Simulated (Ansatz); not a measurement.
## Mechanical response of SnTe (Fm-3m)

```
CELL_PARAMETERS angstrom
0.00000 3.11817 3.11817
3.11817 0.00000 3.11817
3.11817 3.11817 0.00000
ATOMIC_POSITIONS crystal
Sn 0.00000 0.00000 0.00000
Te 0.50000 0.50000 0.50000
```

Unless marked otherwise, the numbers come from LDA, all-electron LAPW in Ansatz 0.2.0, scalar-relativistic. k mesh 14×14×14, fixed occupations, basis error target 1 meV/atom. The cell was relaxed by PAW under this functional.

The cell is cubic and carries a residual pressure of 0.00 GPa at this level. Each strain component that symmetry leaves independent is applied at ±0.005 and ±0.01, the ions relax wherever a strain frees them, and the stress (tension positive, GPa) is read. Shears are engineering strains, γ = 2ε.

```tsv
strain	size	σxx	σyy	σzz	σyz	σxz	σxy
xx	-0.01	-1.5586	-0.0254	-0.0254	0.0000	0.0000	0.0000
xx	-0.005	-0.7565	-0.0141	-0.0141	0.0000	0.0000	0.0000
xx	+0.005	0.7082	0.0119	0.0119	0.0000	0.0000	0.0000
xx	+0.01	1.3748	0.0264	0.0264	0.0000	0.0000	0.0000
yz	-0.01	-0.0011	-0.0024	-0.0024	-0.1846	0.0000	0.0000
yz	-0.005	-0.0015	-0.0018	-0.0018	-0.0923	0.0000	0.0000
yz	+0.005	-0.0015	-0.0018	-0.0018	0.0923	0.0000	0.0000
yz	+0.01	-0.0011	-0.0024	-0.0024	0.1846	0.0000	0.0000
```

The slope is [8(σ(+δ) − σ(−δ)) − (σ(+2δ) − σ(−2δ))]/(12δ), and the program imposes the crystal's symmetry on the matrix.

(1) What are the independent elastic constants?

(2) Do they meet the Born conditions?

(3) What moduli does a random aggregate of grains have?

(4) With the density of 6.745 g/cm³, how fast does sound travel, and what Debye temperature follows?

(5) How far do the constants move if PAW replaces LAPW in the same cell?

(6) How far do the constants move if all-electron PAW (datasets made for the crystal) replaces LAPW in the same cell?

## Answers

(1) C11 = 146.4, C12 = 2.6, C44 = 18.5 GPa.

(2) C11 − C12 = 143.8, C11 + 2C12 = 151.6 and C44 = 18.5 GPa must all be positive, so the crystal is elastically stable; that says nothing yet of its phonons.

(3) B = (C11 + 2C12)/3 = 50.5 GPa. G_V = (C11 − C12 + 3C44)/5 = 39.8 and G_R = 5(C11 − C12)C44/(4C44 + 3(C11 − C12)) = 26.3, so G_H = 33.1 GPa. Then E = 9BG/(3B + G) = 81.4 GPa, ν = (3B − 2G)/(6B + 2G) = 0.232 and B/G = 1.53, on the brittle side of Pugh's 1.75 (a rule of thumb, made for metals; it doesn't predict ductility here).

(4) 

```json
{"direction": "[100]", "slow (m/s)": "1654", "middle (m/s)": "1654", "fast (m/s)": "4659"}
{"direction": "[110]", "slow (m/s)": "1654", "middle (m/s)": "3265", "fast (m/s)": "3712"}
{"direction": "[111]", "slow (m/s)": "2832", "middle (m/s)": "2832", "fast (m/s)": "3338"}
```

The mean of v⁻³ over directions and branches gives v_m = 2324 m/s and θ_D = (ħ/k_B) v_m (6π²n)^(1/3) = 222 K, n being atoms per volume. Young's modulus spans 49 to 146 GPa over directions, and the universal anisotropy index is 2.58.

(5) 

```tsv
constant	LAPW (GPa)	PAW (GPa)	difference
C11	146.4	146.2	-0.2
C12	2.6	2.6	0.0
C44	18.5	18.4	-0.1
```

(6) 

```csv
constant,LAPW (GPa),all-electron PAW (datasets made for the crystal) (GPa),difference
C11,146.4,146.3,-0.1
C12,2.6,2.6,0.0
C44,18.5,18.4,-0.1
```

Caveats: the gap is tiny at this level, and band order or a closed gap can change these values; rock-salt SnTe distorts to a rhombohedral form at low temperature, and its gap hangs on spin-orbit coupling; the frozen-core PAW files of the compared runs were fitted under PBE, their cores solved anew for this functional.
